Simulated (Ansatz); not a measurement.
The following input was run with Ansatz 0.2.0.

```yaml
crystal:
  lattice:
    - [3.4947826415, 0.0, 0.0]
    - [-1.7473913207, 3.0265705482, 0.0]
    - [0.0, 0.0, 9.9033267199]
  atoms:
    - { symbol: Sn, position: [0.33333333, 0.66666667, 0.3175285473] }
    - { symbol: Sn, position: [0.66666667, 0.33333333, 0.8175285473] }
    - { symbol: Cl, position: [0.33333333, 0.66666667, 0.0574724527] }
    - { symbol: Cl, position: [0.66666667, 0.33333333, 0.5574724527] }
basis:
  ecutwfc: 420
kpoints:
  mp_grid: { grid: [15, 15, 4] }
hamiltonian:
  xc: pbesol
scf:
  occupations: { method: gaussian, width: 0.1 }
output:
  forces: true
  stress: true
  eigenvalues: true
```

It can be run as
```bash
ansatz run input.yaml --threads 1 --pin off --backend cpu --events-out ev --progress --plain --runs-dir out  # memory cap (--max-ram) not shown
```

Theory: DFT PBEsol, scalar-relativistic, plane waves, PAW in Ansatz 0.2.0.

Abridged output (final results; tables in files aren't shown):

```
SCF 1 converged in 6 iterations: F = -14023.285207 eV  dr2 = 3.31e-8
SCF converged after 6 iterations
Free energy (F): -14023.285207 eV
Harris-Foulkes:  -14023.285207 eV  (|F-HF|=2.81e-9)
Internal energy: -14023.279150 eV  (E = F + TS)
E sigma→0 (E₀):  -14023.282178 eV
Entropy (-TS):   -0.006056 eV (-1.514 meV/atom)
Fermi energy:    6.893275 eV
--- Per-component energies (eV) ---
  E_band       = -264.050394
  E_kinetic    = 691.077131
  E_local      = -2432.919442  (includes V_loc(G=0)·N_el)
  E_nonlocal   = -4.009351
  E_hartree    = 1306.024400
  E_xc         = -969.911526
  E_vxc        = -435.290114  (∫ρ·V_xc dr)
  E_paw        = -9408.200926  (= ΣΔE_a)
  E_vpaw       = -694.960196  (= ΣTr[D̂ρ^β])
  E_aug_tail   = 0.000191  (compensation charges beyond the density's cutoff)
  E_ewald      = -3206.066171
  E_core_change = 0.726544  (= ΣΔE_core)
  E_smearing   = -0.006056  (= −TS)
--- Forces (eV/Å), atoms counted from 1 ---
  atom   1  Sn     0.00000000     0.00000000     0.00153553
  atom   2  Sn     0.00000000     0.00000000     0.00153553
  atom   3  Cl     0.00000000     0.00000000    -0.00159389
  atom   4  Cl     0.00000000     0.00000000    -0.00159389
--- Stress (GPa, compression-positive) ---
       -2.144109       0.000000       0.000000
        0.000000      -2.144109       0.000000
        0.000000       0.000000      -0.292386
  P = ⅓ Tr σ = -1.5269 GPa (-15.269 kbar)
--- Band table (eV; the first three rows and the last of 81) ---
  k-point 0: bands = ["-14.5465", "-14.5361", "-14.4706", "-14.4706", "-14.4706", "-14.4706", "-14.4347", "-14.4347", "-14.4342", "-14.4342", "-8.5489", "-8.4306", "-2.4492", "-0.8330", "1.4395", "5.1867", "5.1867", "5.1995", "5.2610", "5.2610", "7.8680", "11.2759", "12.8965", "12.8965", "13.4031", "13.4411"]
  k-point 1: bands = ["-14.5449", "-14.5376", "-14.4706", "-14.4706", "-14.4706", "-14.4706", "-14.4346", "-14.4346", "-14.4343", "-14.4343", "-8.5325", "-8.4489", "-2.2891", "-1.2195", "2.0145", "4.4626", "5.1974", "5.1974", "5.2499", "5.2499", "8.5967", "10.8439", "12.9678", "12.9678", "13.3507", "13.3507"]
  k-point 2: bands = ["-14.5413", "-14.5413", "-14.4706", "-14.4706", "-14.4706", "-14.4706", "-14.4345", "-14.4345", "-14.4345", "-14.4345", "-8.4916", "-8.4916", "-1.8399", "-1.8399", "3.1864", "3.1864", "5.2234", "5.2234", "5.2234", "5.2234", "9.8203", "9.8203", "13.1499", "13.1499", "13.1499", "13.1499"]
  k-point 80: bands = ["-14.4797", "-14.4797", "-14.4679", "-14.4679", "-14.4665", "-14.4665", "-14.4235", "-14.4235", "-14.4219", "-14.4219", "-7.8071", "-7.8071", "0.9237", "0.9237", "2.8639", "2.8639", "3.0267", "3.0267", "4.2293", "4.2293", "6.3717", "6.3717", "7.2667", "7.2667", "11.0667", "11.0667"]
```

The run converged.